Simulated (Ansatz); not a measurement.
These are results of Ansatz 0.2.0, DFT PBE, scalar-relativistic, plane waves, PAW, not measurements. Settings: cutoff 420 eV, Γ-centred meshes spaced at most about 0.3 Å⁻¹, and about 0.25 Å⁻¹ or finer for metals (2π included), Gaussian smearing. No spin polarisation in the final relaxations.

Temperature and zero-point effects are left out. All come from trial cells, and lower structures may exist.

Question: Which of these relaxed structures of BeRe is the lowest in energy?
A.

```xyz
2
Lattice="2.8325 0.0000 0.0000 0.0000 2.8325 0.0000 0.0000 0.0000 2.8325" Properties=species:S:1:pos:R:3 pbc="T T T"
Be    1.4162    1.4162    1.4162
Re    0.0000    0.0000    0.0000
```

B.

```xyz
2
Lattice="2.9886 0.0000 0.0000 0.0000 2.9886 0.0000 0.0000 0.0000 2.5796" Properties=species:S:1:pos:R:3 pbc="T T T"
Be    1.4943    1.4943    1.2898
Re    0.0000    0.0000    0.0000
```

Answer: B. It has the tetragonally distorted caesium chloride type, space group P4/mmm (No. 123); the next, A, with the caesium chloride type, space group Pm-3m (No. 221), lies 23 meV/atom higher. Counting all near atoms (those within 1.25 times the shortest distance at each site; a plus sign parts nearer from farther groups), the lowest has Be 10+4, Re 10+4 and the next has Be 8+6, Re 8+6. Even the lowest lies +0.15 eV/atom against the elements.

These runs have no spin–orbit coupling, which can matter for Re. Cells relaxed within their symmetry can be saddle points. The P4/mmm cell of BeRe came from shaking the Pm-3m one. Some candidate types were left out of the draw beforehand, so a known form may be missing.
